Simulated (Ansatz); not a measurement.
One crystal and one scan (energy over volume and axial ratio) at two levels, PBE (plane waves to 420 eV, PAW, scalar-relativistic; Ansatz, a quantum-chemistry and plane-wave program) and r2SCAN (plane waves to 500 eV, PAW, scalar-relativistic; Ansatz), each from its own relaxed cell and on its own mesh. The cell shown is that of PBE.

CdS (wurtzite)

```
CdS
1.0
    4.19659     0.00000     0.00000
   -2.09830     3.63436     0.00000
    0.00000     0.00000     6.83017
Cd S
2 2
Cartesian
  0.00000   2.42290   6.82448
  2.09830   1.21145   3.40939
  0.00000   2.42290   2.56564
  2.09830   1.21145   5.98072
```

Two coordinates are scanned: the volume, and the ratio of the stretch along z (the conventional c axis) to the stretch across it. Atoms keep their fractional coordinates.

The energy includes the smearing's −TS. CdS was relaxed with its symmetry unable to fall. The PAW data are Ansatz's earlier set. As the atoms are clamped, bonds stretch with the cell, which overstates energies and stresses. Percentages come from the unrounded values. Both scans cover V/V₀ from 0.920 to 1.080 and (c/a)/(c/a)₀ from 0.960 to 1.040.

```json
[
 {"quantity": "Lattice constant a (Å)", "PBE": "4.197", "r2SCAN": "4.164", "PBE − r2SCAN": "+0.033 (+0.8 %)"},
 {"quantity": "Lattice constant c (Å)", "PBE": "6.830", "r2SCAN": "6.769", "PBE − r2SCAN": "+0.061 (+0.9 %)"},
 {"quantity": "Relaxed volume (Å³/atom)", "PBE": "26.04", "r2SCAN": "25.41", "PBE − r2SCAN": "+0.63 (+2.5 %)"},
 {"quantity": "Modulus against c/a change at fixed volume, (3/4V)·∂²E/∂(ln c/a)² (fit, atoms clamped) (GPa)", "PBE": "45", "r2SCAN": "51", "PBE − r2SCAN": "-6 (-12 %)"}
]
```

PBE gives the higher value for: lattice constant a; lattice constant c; relaxed volume. PBE gives the lower value for: modulus against c/a change at fixed volume. Neither level is exact: the differences show how much the result hangs on the functional.

(A scan under strain: stresses follow from slopes of the energy per volume, elastic moduli from its curvatures.)
